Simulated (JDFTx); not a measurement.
```json
{
  "surface": "Ru(0001)",
  "bulk": "Ru, P6_3/mmc, lattice of mp-33 (not re-optimised)",
  "slab": "4 atoms in 4 planes, 1x1, 6.3 Å between the outermost planes",
  "in-plane cell": "2.708 × 2.708 Å, 6.35 Å²",
  "cell_height": "22.4 Å",
  "sampling": "10×10×1 k mesh, Fermi smearing 0.01 Ha, no spin polarisation"
}
```

Profiles through the double layer of this slab, charged, in CANDLE, water, 1 M NaCl; PBE, GBRV ultrasoft potentials, plane waves to 20/100 Ha, a modified build of JDFTx. z is the height above the outermost atoms, φ the plane-averaged electrostatic potential energy of an electron (zero in the bulk liquid), ρ_b the bound charge of solvent and ions, s the cavity shape function (0 in the solid, 1 in the liquid).

```csv
z (Å),n (e/Å³),s,φ (eV),ρ_b (10⁻³ e/Å³)
0.81,0.3831,0.00,-5.658,0.00
1.27,0.0895,0.00,-2.319,-0.05
1.74,0.0263,0.00,-0.620,-1.71
2.21,0.0078,0.01,-0.087,-2.94
2.67,0.0022,0.14,-0.019,0.90
3.14,0.0006,0.41,-0.011,0.60
3.61,0.0002,0.71,-0.009,0.18
4.07,0.0001,0.94,-0.007,0.05
4.54,0.0000,1.00,-0.006,0.01
5.01,0.0000,1.00,-0.005,0.00
5.47,0.0000,1.00,-0.004,0.00
5.94,0.0000,1.00,-0.004,0.00
6.41,0.0000,1.00,-0.003,0.00
6.87,0.0000,1.00,-0.003,0.00
7.34,0.0000,1.00,-0.002,0.00
7.81,0.0000,1.00,-0.002,0.00
```

Problem. Is the electrode positively or negatively charged, and roughly by how much?

Solution. Positively: σ = 2.2 μC/cm² per face. The liquid's bound charge is of the opposite sign overall, and far from the surface φ decays with the screening length (3.0 Å).
